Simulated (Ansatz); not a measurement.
V:
```xyz
1
Lattice="-1.4751 1.4751 1.4751 1.4751 -1.4751 1.4751 1.4751 1.4751 -1.4751" Properties=species:S:1:pos:R:3 pbc="T T T"
V      0.0000     0.0000     0.0000
```

Relaxed with PBE+D3(BJ). Special points in fractions of this cell's reciprocal vectors: Γ (0.000, 0.000, 0.000); H (0.500, -0.500, 0.500); N (0.000, 0.000, 0.500); P (0.250, 0.250, 0.250).

Task: List the band energies nearest the Fermi level at these points for plane-wave PAW PBE+D3(BJ) (Ansatz code).

Result: In eV from the Fermi level; about four levels below and three above (degenerate sets whole), none deeper than 8.9 eV; … stands for higher levels left out; points with the same levels are listed once.

```csv
k,below,above
Γ,-6.69,0.42 0.42 0.42
H,-3.23 -3.23,…
N,-3.35 -1.23,1.82 2.58 …
P,-1.16 -1.16 -1.16,…
```

Space group Im-3m (bcc (W type)). Symmetry was held in the PBE+D3(BJ) relaxation. The workflow began spin-polarised and lost its moments. The pairwise dispersion correction was not fitted to metals.

Potentials: the later of the program's two PAW sets.
